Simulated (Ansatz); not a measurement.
MoW:
Space group Pm-3m (No. 221); a = b = c = 3.1602 Å, α = β = γ = 90.00°

```
atom  site  symmetry       x       y       z
----  ----  --------  ------  ------  ------
Mo      1a      m-3m  0.0000  0.0000  0.0000
W       1b      m-3m  0.5000  0.5000  0.5000
```

Relaxed with r²SCAN.

Task: Tabulate the valence density and the electron localisation function along the shortest Mo–W contact (2.74 Å), r²SCAN in the plane-wave PAW code Ansatz.

Result: 

```tsv
distance from Mo (Å)	density (e/Å³)	ELF
0.27	6.53	0.55
0.41	5.98	0.72
0.55	4.61	0.77
0.68	2.96	0.72
0.82	1.62	0.58
0.96	0.85	0.38
1.09	0.54	0.28
1.23	0.42	0.30
1.37	0.39	0.34
1.51	0.42	0.31
1.64	0.54	0.28
1.78	0.87	0.35
1.92	1.65	0.55
2.05	2.95	0.71
2.19	4.43	0.74
2.33	5.35	0.61
2.46	5.09	0.30
```

The density is the valence pseudo-density with augmentation charge, so density and ELF within about 1 Å of a nucleus are not all-electron values.

The start of the workflow was typed in or built on a structure type; neither database checked (COD, Materials Project) lists it. Whether it is the stable phase at ambient conditions was not checked. The r²SCAN relaxation kept the symmetry of its start; its stability against distortions is not shown here. The run is not spin-polarised. Spin–orbit coupling is left out wherever it is not named.

Potentials: the later of the program's two PAW sets.
